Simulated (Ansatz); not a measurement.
BaCSNCl:
```
BaCSNCl
1.0
    5.81132     0.00000     0.00000
    0.00000     4.57441     0.00000
   -1.34636     0.00000     8.47451
Ba C S N Cl
2 2 2 2 2
Cartesian
  3.64529   3.43081   5.92100
  0.81968   1.14360   2.55351
  1.14379   1.14360   7.17105
  3.32117   3.43081   1.30346
  4.89446   3.43081   0.87136
 -0.42949   1.14360   7.60314
  2.28660   1.14360   6.86229
  2.17837   3.43081   1.61222
  3.74258   1.14360   3.80137
  0.72238   3.43081   4.67314
```

Relaxed with PBEsol. Special points in fractions of this cell's reciprocal vectors: Γ (0.000, 0.000, 0.000); Z (0.000, 0.500, 0.000); D (0.000, 0.500, 0.500); B (0.000, 0.000, 0.500); A (-0.500, 0.000, 0.500); E (-0.500, 0.500, 0.500); C2 (-0.500, 0.500, 0.000); Y2 (-0.500, 0.000, 0.000).

Question: List the band energies nearest the valence-band maximum at these points for DFT-PBEsol in the program Ansatz with PAW potentials.

Answer: In eV from the valence-band maximum; about four levels below and three above (degenerate sets whole), none deeper than 8.9 eV; points with the same levels are listed once.

| k | below | above |
|---|---|---|
| Γ | -0.97 -0.88 -0.48 -0.45 | 4.12 4.37 4.53 |
| Z | -0.83 -0.83 -0.71 -0.71 | 4.31 4.31 5.33 5.33 |
| D | -0.83 -0.83 -0.73 -0.73 | 4.34 4.34 5.37 5.37 |
| B | -0.93 -0.87 -0.49 -0.48 | 3.97 4.24 4.55 |
| A | -1.03 -0.93 -0.21 -0.02 | 4.06 4.53 4.65 |
| E | -1.15 -1.15 -0.15 -0.15 | 4.25 4.25 4.63 4.63 |
| C2 | -1.10 -1.10 -0.16 -0.16 | 4.35 4.35 4.55 4.55 |
| Y2 | -1.04 -0.98 -0.14 0.00 | 4.03 4.55 4.75 |

Space group P2_1/m. The first step of the workflow began from a Materials Project structure, measured or hypothetical; the Crystallography Open Database files this formula in space group No. 11, but the cells were not matched. Its standing as an ambient phase is unchecked. Symmetry was held in the PBEsol relaxation; whether a distortion lowers the energy is not shown. Spin–orbit coupling is left out wherever it is not named.

Potentials: the later of the program's two PAW sets.
